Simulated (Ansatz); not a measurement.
The cell comes from COD entry 1522573, which wasn't checked; take it as a given geometry. The listed cell was then made from it by scaling, straining or moving an atom.

An input for La$_{3}$Tl: DFT, LDA, all-electron PAW with datasets made for the crystal, scalar-relativistic (Ansatz 0.2.0).

Command: `ansatz run input.yaml --threads 1 --pin off --max-ram 4096MiB --backend cpu --events-out ev --progress --plain --runs-dir out` The run took 77 s on 1 thread of Arm Neoverse V2, on a shared host, peak memory 1.2 GiB.

```yaml
crystal:
  lattice:
    - [5.06, 0.0506, 0.0506]
    - [0.0506, 5.06, 0.0506]
    - [0.0506, 0.0506, 5.06]
  atoms:
    - { symbol: La, position: [0.0, 0.5, 0.5] }
    - { symbol: La, position: [0.5, 0.0, 0.5] }
    - { symbol: La, position: [0.5, 0.5, 0.0] }
    - { symbol: Tl, position: [0.0, 0.0, 0.0] }
kpoints:
  mp_grid: { grid: [8, 8, 8] }
scf:
  occupations: { method: fermi_dirac, width: 0.08 }
hamiltonian:
  xc: lda
  pseudopotentials: { kind: all_electron, datasets: crystal }
output:
  forces: true
  stress: true
  eigenvalues: true
  efg: { contact_densities: true }
```

The results part of the log:

```
SCF 1 converged in 9 iterations: F = -1243283.323968 eV  dr2 = 9.40e-9
  Residual-converged pass: ⟨swp⟩=4.3  Hψ=8167  notcnv=0  max |occ|·‖R‖ = 6.6e-6 eV (tolerance 6.7e-6 eV)  dr2=1.01e-8  dr2_onsite=1.41e-8  max |Δocc| = 1.1e-8
  greatest PAW one-centre occupation: 0.968 electrons in one spin orbital (limit 2), on the La atom at site 2 (counted from 0), in its partial waves of l = 0
SCF converged after 9 iterations
Free energy (F): -1243283.323968 eV
Harris-Foulkes:  -1243283.323968 eV  (|F-HF|=9.31e-9)
Internal energy: -1243283.202055 eV  (E = F + TS)
E sigma→0 (E₀):  -1243283.263011 eV
Entropy (-TS):   -0.121913 eV (-30.478 meV/atom)
Past the cutoff: the bands carry plane waves up to 1.75 times it, of which those up to 1.5 times it add -0.000182 eV an atom, each by itself; the spheres take 0.000278 eV an atom off the energy for waves past 1.75 times it
By the cutoff:   a pressure is off by up to 0.006 GPa (1.2 times the spheres' own share and the shells' term, over an atom's volume, and 0.004 GPa: a bound that held against runs at twice the plane waves)
Past the cutoffs: a stress includes 0.0004 GPa for waves and charges beyond them, in addition to the slope of what the spheres take
In the spheres:  the bands' charges fall short by 3.2e-6 e at most (sound up to 1e-3)
Fermi energy:    15.329799 eV
--- Per-component energies (eV) ---
  The terms above E_closure are by the made datasets' own strengths, without shells solved beside the bands.
--- Forces (eV/Å), atoms counted from 1 ---
  atom   1  La     0.00000000    -0.00000000    -0.00000000
  atom   2  La     0.00000000     0.00000000    -0.00000000
  atom   3  La     0.00000000     0.00000000     0.00000000
  atom   4  Tl     0.00000000     0.00000000     0.00000000
  max |Σ_I F_I| component: 2.37e-29 eV/Å
--- Stress (GPa, compression-positive) ---
       -3.543116      -0.391395      -0.391395
       -0.391395      -3.543116      -0.391395
       -0.391395      -0.391395      -3.543116
  P = ⅓ Tr σ = -3.5431 GPa (-35.431 kbar)
--- PAW observables at the nuclei: V_zz in 10²¹ V/m², potentials from the cell's mean, atoms counted from 1 ---
  atom   1  La V_zz =   +12.084584   η = 0.1414   by run symmetry: allowed
            electrostatic potential = -9873.193829 V   contact ρ = 2237981.350858 e/Å³
  atom   2  La V_zz =   +12.084584   η = 0.1414   by run symmetry: allowed
            electrostatic potential = -9873.193828 V   contact ρ = 2237981.350847 e/Å³
  atom   3  La V_zz =   +12.084584   η = 0.1414   by run symmetry: allowed
            electrostatic potential = -9873.193828 V   contact ρ = 2237981.350839 e/Å³
  atom   4  Tl V_zz =    +2.061465   η = 0.0000   by run symmetry: allowed
            electrostatic potential = -17129.472438 V   contact ρ = 15214470.895907 e/Å³
--- Band table (eV; the first three rows and the last of 65) ---
  k-point 0: bands = ["-17.5578", "-17.2297", "-17.2297", "-1.8360", "-1.7248", "-1.7248", "-0.9181", "-0.9181", "-0.8289", "-0.4818", "-0.3985", "-0.3985", "4.4118", "4.4118", "4.4200", "4.4309", "4.4309", "8.4268", "12.6911", "14.4339", "14.5409", "14.5409", "14.5816", "14.5816", "16.0793", "16.1478", "16.1478", "16.6634", "17.0156", "17.0436", "17.0436", "17.0768", "17.0768", "17.1026", "17.2700", "17.2802", "17.2802", "17.4179", "17.4179", "17.4461", "17.5047", "17.5047", "17.5496", "17.5496", "17.5675", "18.0457", "18.2317", "18.2317", "18.2377", "18.4848", "18.6948", "18.6948", "20.5468", "20.5468", "22.0203"]
  k-point 1: bands = ["-17.5470", "-17.2410", "-17.2295", "-1.8031", "-1.6978", "-1.6940", "-0.9288", "-0.9279", "-0.8444", "-0.5202", "-0.4509", "-0.4195", "4.4142", "4.4208", "4.4270", "4.4358", "4.4377", "8.5319", "12.8409", "14.3684", "14.4850", "14.5892", "14.6062", "14.7091", "15.9465", "16.0460", "16.1036", "16.6346", "16.9855", "17.0313", "17.0506", "17.0709", "17.0746", "17.0992", "17.2541", "17.2642", "17.2710", "17.4154", "17.4181", "17.4448", "17.4989", "17.5041", "17.5174", "17.5362", "17.5560", "17.8246", "17.9267", "17.9874", "18.4876", "18.9493", "19.1725", "19.1882", "20.3038", "20.5388", "21.6413"]
  k-point 2: bands = ["-17.5169", "-17.2724", "-17.2290", "-1.7184", "-1.6236", "-1.5973", "-0.9625", "-0.9560", "-0.8887", "-0.6743", "-0.5342", "-0.4673", "4.4167", "4.4425", "4.4446", "4.4505", "4.4537", "8.8099", "13.2343", "13.7909", "14.5821", "14.6231", "14.6821", "15.1148", "15.9495", "16.0344", "16.0995", "16.5557", "16.8390", "17.0086", "17.0320", "17.0502", "17.0870", "17.1052", "17.2016", "17.2377", "17.2517", "17.4023", "17.4142", "17.4342", "17.4510", "17.4810", "17.4841", "17.5035", "17.5668", "17.7895", "17.8263", "17.8733", "18.3874", "19.3594", "19.6603", "19.7139", "19.8533", "20.3461", "20.9684"]
  k-point 64: bands = ["-17.3607", "-17.3250", "-17.3250", "-2.2384", "-1.6733", "-1.6468", "-1.6468", "-0.4945", "-0.4945", "-0.4294", "-0.4074", "-0.4074", "4.4170", "4.4170", "4.4235", "4.4746", "4.4746", "8.8093", "14.2132", "14.2818", "14.2818", "15.5557", "15.6729", "15.6729", "16.4998", "16.5707", "16.5707", "16.7332", "16.7501", "16.7501", "16.8642", "16.9947", "16.9947", "17.1290", "17.1414", "17.1414", "17.3956", "17.3956", "17.4231", "17.5419", "17.5419", "17.5845", "17.5858", "17.5858", "17.6113", "17.6680", "17.6680", "17.6948", "17.8847", "18.3084", "18.3084", "18.3873", "19.1189", "19.4188", "19.4188"]
```
